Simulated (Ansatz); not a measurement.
PbS in space group P-6m2 (No. 187; Pb on 1a, S on 1f) at seven volumes, r²SCAN in the plane-wave PAW code Ansatz, shape and atoms relaxed at each. One row is withheld.

```
V (Å³/atom)  P (GPa)
-----------  -------
24.473          5.43
25.280          3.21
26.087             ?
26.894          0.00
27.700         -1.45
28.507         -2.73
29.314         -3.81
```

Fit the shown pressures and predict the withheld one.

P = (3/2)B₀(x^(7/2) − x^(5/2))[1 + (3/4)(B′ − 4)(x − 1)] with x = (V₀/V)^(2/3). Least squares on the six rows gives V₀ = 26.856 Å³/atom, B₀ = 49.9 GPa, B′ = 3.20. At V = 26.087, x = 1.0196 and P = 1.52 GPa. The run itself gave 1.62 GPa.

The first step of the workflow began from a Materials Project structure, measured or hypothetical; the Crystallography Open Database copy checked does not list it. It is not the phase usual at ambient conditions (space group No. 225). The r²SCAN relaxation kept the symmetry of its start; its stability against distortions is not shown here. Scalar-relativistic: spin–orbit coupling is off unless named, which matters more the heavier the elements.

Potentials: the later of the program's two PAW sets.
